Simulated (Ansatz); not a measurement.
Polymorphs of CsPbBr₃, each relaxed with LDA (plane waves, PAW; program Ansatz):

A: cubic perovskite (Pm-3m)
a = b = c = 5.764 Å, α = β = γ = 90.00°

```json
[
 {"atom": "Cs", "site": "1a", "symmetry": "m-3m", "x": "0.0000", "y": "0.0000", "z": "0.0000"},
 {"atom": "Pb", "site": "1b", "symmetry": "m-3m", "x": "0.5000", "y": "0.5000", "z": "0.5000"},
 {"atom": "Br", "site": "3c", "symmetry": "4/mm.m", "x": "0.0000", "y": "0.5000", "z": "0.5000"}
]
```

B: Pnma
a = 8.3764 Å, b = 11.5024 Å, c = 7.5679 Å, α = 90.00°, β = 90.00°, γ = 90.00°

```json
[
 {"atom": "Pb", "site": "4a", "symmetry": "-1", "x": "0.0000", "y": "0.0000", "z": "0.0000"},
 {"atom": "Cs", "site": "4c", "symmetry": ".m.", "x": "0.0844", "y": "0.2500", "z": "0.4661"},
 {"atom": "Br", "site": "8d", "symmetry": "1", "x": "0.3086", "y": "0.0390", "z": "0.1789"},
 {"atom": "Br", "site": "4c", "symmetry": ".m.", "x": "0.0068", "y": "0.7500", "z": "0.0745"}
]
```

Q: Put the candidates in order of energy per atom at 0 K, lowest first, for LDA.

A: B (+0 meV/atom), A (+31 meV/atom)

Q: Give each one's gap.

A: A 1.15 eV; B 1.71 eV.

Not the usual ambient phase: A. All cells were relaxed under the symmetry of their starts (and spin orders); stability against distortions was not tested throughout. Spin–orbit coupling is left out wherever it is not named.

Energies hold the estimated change up to a 700 eV cutoff; steps of a few meV lie near the error of the meshes.

Potentials: the later of the program's two PAW sets.
